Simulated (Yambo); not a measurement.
A free-standing SnO monolayer (symmetry P4/nmm, slab cell 15.3 Å high), G0W0@PBEsol in Yambo with this input:

```
rim_cut
gw0
dyson
el_el_corr
HF_and_locXC
ppa
em1d
rim_w
RandQpts= 1000000
RandGvec= 2 Ry
CUTGeo= "slab z"
EXXRLvcs= 84 Ry
VXCRLvcs= 336 Ry
Chimod= "HARTREE"
% BndsRnXp
 1 | 182 |
%
NGsBlkXp= 5 Ry
% LongDrXp
 1.0 | 1.0 | 0.0 |
%
RandGvecW= 733 mRy
PPAPntXp= 27.2114 eV
% GbndRnge
 1 | 182 |
%
GTermKind= "BG"
DysSolver= "n"
ExtendOut
```

On a 4×4×1 mesh, with wavefunctions cut at 84 Ry, the gap ((0, 0.25) → M) is 5.063 eV and the valence edge shifts by -1.056 eV.

Question: What happens with this change: no stochastic integration of W?

Answer: The gap rises by 1.077 eV, to 6.140 eV; the shift of the valence edge becomes -1.626 eV. Without the stochastic integration, the mesh misses the sharp change of W near q = 0 in a layer: the 1.08 eV of that row are a sampling artefact. Neither run is shown to be the converged limit. The mesh misses a band edge: along a dense path the PBEsol gap is 2.98 eV against 3.11 eV on the mesh.

The standard potential for Sn keeps a d shell in the valence without the s and p states of that shell. In tests on such compounds this moved G0W0 gaps by up to about 0.9 eV, so absolute quasiparticle energies here are unreliable; differences between settings are what counts.

Spin-orbit coupling is included.

Geometry relaxed with PBEsol; primitive cell a = b = 3.7850 Å, c = 15.3000 Å, α = β = γ = 90.00°.

This is a model layer cut from the bulk structure; whether it is stable on its own was not checked.

A shift is the quasiparticle energy of the state minus its PBEsol energy.
